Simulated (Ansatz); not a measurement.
TaAs in space group I4_1md (No. 109; Ta on 4a, As on 4a) at seven volumes, the program Ansatz at the r²SCAN level (PAW), shape and atoms relaxed at each. One row is withheld.

| V (Å³/atom) | P (GPa) |
|---|---|
| 15.783 | ? |
| 16.304 | 13.11 |
| 16.824 | 6.04 |
| 17.344 | 0.00 |
| 17.865 | -5.16 |
| 18.385 | -9.57 |
| 18.905 | -13.31 |

### Question
Fit the shown pressures and predict the withheld one.

### Answer
P = (3/2)B₀(x^(7/2) − x^(5/2))[1 + (3/4)(B′ − 4)(x − 1)] with x = (V₀/V)^(2/3). Least squares on the six rows gives V₀ = 17.344 Å³/atom, B₀ = 186 GPa, B′ = 4.28. At V = 15.783, x = 1.0649 and P = 21.48 GPa. The run itself gave 21.40 GPa.

The cell was relaxed with r²SCAN under the symmetry of its start. The run is not spin-polarised. Spin–orbit coupling is left out wherever it is not named.

Potentials: the later of the program's two PAW sets.
